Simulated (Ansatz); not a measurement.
These are results of Ansatz 0.2.0, DFT PBE, scalar-relativistic, plane waves, PAW, and for the lanthanide a 4f-in-core norm-conserving potential, not measurements. Settings: cutoff 690 eV, Γ-centred meshes spaced at most about 0.3 Å⁻¹, and about 0.25 Å⁻¹ or finer for metals (2π included), Gaussian smearing. No spin polarisation in the final relaxations.

These are static total energies at zero pressure.

Two relaxed structures of HoAuCl₄:

A.

```
CELL_PARAMETERS angstrom
0.00000 4.05244 4.05244
4.05244 0.00000 4.05244
4.05244 4.05244 0.00000
ATOMIC_POSITIONS crystal
Ho 0.75000 0.75000 0.75000
Au 0.00000 0.00000 0.00000
Cl 0.37486 0.37486 0.37486
Cl 0.87541 0.37486 0.37486
Cl 0.37486 0.37486 0.87541
Cl 0.37486 0.87541 0.37486
```

B.

```
CELL_PARAMETERS angstrom
5.14011 0.00000 0.00000
0.00000 5.14011 0.00000
0.00000 0.00000 8.55130
ATOMIC_POSITIONS crystal
Ho 0.00000 0.00000 0.00000
Au 0.50000 0.50000 0.50000
Cl 0.50000 0.00000 0.00000
Cl 0.00000 0.50000 0.00000
Cl 0.00000 0.00000 0.30696
Cl 0.00000 0.00000 0.69304
```

Problem. Which is lower in energy, and by how much?

Solution. B is lower, by 0.92 eV/atom. A has space group F-43m (No. 216), 22.2 Å³/atom and no gap on its mesh; B has space group P4/mmm (No. 123), 37.7 Å³/atom and a gap of 0.13 eV. Counting Cl atoms around Au and Ho (those within 1.25 times the shortest such distance or 1.15 times the sum of covalent radii, 1.27 where that leaves under three; a plus sign parts nearer from farther groups; the shortest distance is added where it exceeds 1.18 times the sum of covalent radii), A has Ho 12, Au 12 from 3.4 Å and B has Ho 6, Au 8+8 from 4.0 Å. In A, Ho is surrounded by 12 Cl at 3.36 Å and 4 Au at 3.51 Å; Au is surrounded by 12 Cl at 3.36 Å and 4 Ho at 3.51 Å; Cl is surrounded by 6 Cl at 2.86–2.87 Å, 3 Au at 3.36 Å and 3 Ho at 3.36 Å. In B, Ho is surrounded by 6 Cl at 2.57–2.62 Å; Au is surrounded by 8 Cl at 3.99 Å (long against covalent radii, as for large ions); Cl on a site of symmetry mmm is surrounded by 2 Ho at 2.57 Å; 1 more site not described. Both come from invented guesses.

No dispersion correction is applied, so the spacing and binding between layers, chains or molecules are poorly described (P4/mmm), and this can change margins and order among such cells. These runs have no spin–orbit coupling, which can matter for Au. Kohn–Sham gaps at this level usually fall short of measured ones. Cells relaxed within their symmetry can be saddle points.

The lanthanide is trivalent by construction, without f bands, f moments or other valences.
